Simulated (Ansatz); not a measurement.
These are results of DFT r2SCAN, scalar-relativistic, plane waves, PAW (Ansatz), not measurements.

Structure of TeAs:

```
Te As
1.0
     0.00000    2.95218    2.95218
     2.95218    0.00000    2.95218
     2.95218    2.95218    0.00000
Te As
1 1
Direct
  0.50000 0.50000 0.50000
  0.00000 0.00000 0.00000
```

Settings: cutoff 500 eV, Γ-centred mesh 12×12×12 on the computed 2-atom cell, Gaussian smearing of 0.10 eV; no spin polarisation.

Levels along Γ–X–U | K–Γ–L–W–X, in eV from the Fermi level, sorted by energy at each point. Points in fractions of the primitive reciprocal vectors: Γ (0.000 0.000 0.000), X (0.500 0.000 0.500), U (0.625 0.250 0.625), K (0.375 0.375 0.750), L (0.500 0.500 0.500), W (0.500 0.250 0.750).
```
point k (1/Å, with 2π) band 14  band 15  band 16  band 17  band 18  band 19  band 20
    Γ             0.000    -2.83    -2.83     2.49     2.49     2.49     5.38     5.38
    -             0.152    -2.97    -2.36     1.54     2.56     2.56     5.04     5.69
    -             0.304    -3.31    -1.25    -0.21     2.77     2.77     4.39     6.55
    -             0.456    -3.74    -2.19     0.38     3.09     3.09     3.74     7.83
    -             0.608    -4.15    -3.92     2.11     3.20     3.49     3.49     8.55
    -             0.760    -4.48    -4.48     2.80     3.89     3.91     3.91     9.08
    -             0.912    -4.69    -4.69     2.56     4.24     4.24     5.46     9.57
    X             1.064    -4.76    -4.76     2.48     4.37     4.37     6.16     9.79
    -             1.118    -4.75    -4.74     2.52     4.30     4.32     6.15     9.87
    -             1.172    -4.71    -4.67     2.65     4.11     4.20     6.10    10.12
    -             1.225    -4.65    -4.57     2.85     3.82     4.01     6.03    10.50
    -             1.279    -4.57    -4.43     3.13     3.47     3.77     5.92    10.32
    -             1.333    -4.46    -4.26     3.08     3.43     3.54     5.80     9.81
    -             1.387    -4.32    -4.07     2.67     3.15     3.92     5.65     9.32
    U             1.440    -4.17    -3.87     2.25     2.82     4.41     5.48     8.86
    K             1.440    -4.17    -3.87     2.25     2.82     4.41     5.48     8.86
    -             1.602    -3.56    -3.16     1.01     1.77     4.90     6.18     7.59
    -             1.763    -2.75    -2.32    -0.10     0.76     4.28     6.56     7.73
    -             1.924    -1.79    -1.40    -1.00    -0.14     3.69     5.78     6.88
    -             2.085    -1.86    -1.21    -0.52    -0.10     3.19     5.30     6.22
    -             2.247    -2.39    -1.93     0.72     0.98     2.80     5.13     5.75
    -             2.408    -2.72    -2.56     1.91     2.01     2.57     5.25     5.47
    Γ             2.569    -2.83    -2.83     2.49     2.49     2.49     5.38     5.38
    -             2.701    -2.82    -2.70     2.23     2.23     2.31     5.33     5.50
    -             2.832    -2.77    -2.40     1.61     1.61     1.86     5.35     5.85
    -             2.964    -2.68    -2.07     0.88     0.88     1.29     5.60     6.43
    -             3.096    -2.54    -1.77     0.16     0.16     0.72     6.16     7.21
    -             3.227    -2.33    -1.51    -0.49    -0.49     0.21     6.99     8.19
    -             3.359    -2.05    -1.29    -1.04    -1.04    -0.19     8.04     9.33
    L             3.491    -1.84    -1.35    -1.35    -1.17    -0.36     9.07     9.49
    -             3.598    -2.48    -1.58    -1.12    -0.23     0.16     8.69     9.01
    -             3.706    -3.40    -1.54    -1.01     0.91     1.20     7.98     8.19
    -             3.813    -4.25    -1.46    -0.91     2.06     2.32     7.27     7.42
    -             3.921    -4.96    -1.36    -0.81     3.17     3.39     6.67     6.77
    -             4.028    -5.52    -1.27    -0.72     4.15     4.30     6.21     6.27
    -             4.136    -5.87    -1.20    -0.65     4.86     4.91     5.94     5.97
    W             4.243    -6.00    -1.17    -0.63     5.12     5.12     5.87     5.87
    -             4.319    -5.77    -1.79     0.03     4.86     5.14     5.33     6.71
    -             4.395    -5.53    -2.55     0.93     4.31     4.82     5.54     7.62
    -             4.471    -5.30    -3.25     1.84     3.70     4.65     5.73     8.58
    -             4.547    -5.09    -3.86     2.74     3.19     4.53     5.91     9.59
    -             4.623    -4.91    -4.34     2.81     3.54     4.44     6.04    10.32
    -             4.699    -4.80    -4.65     2.56     4.13     4.38     6.13     9.95
    X             4.775    -4.76    -4.76     2.48     4.37     4.37     6.16     9.79
```

Spin-orbit coupling is left out, which matters for the bands of heavy elements.

Cost: 1 run of about 0.65 core-minutes, on Arm Neoverse V1 (shared hosts).